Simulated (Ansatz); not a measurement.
Question: LiCl (zinc blende, space group No. 216) is relaxed with the program Ansatz at the r²SCAN level (PAW). What lattice parameters of the conventional cell result?

Answer: a = 5.467 Å.

Question: Is it a metal or does it have a gap at this level?

Answer: A gap of 6.71 eV, direct.

Space group F-43m (zinc blende). The start of the workflow was typed in or built on a structure type; neither database checked (COD, Materials Project) lists it. It is not the phase usual at ambient conditions (space group No. 225). The cell was relaxed with r²SCAN under the symmetry of its start; its stability against distortions is not shown here.

Potentials: the later of the program's two PAW sets.
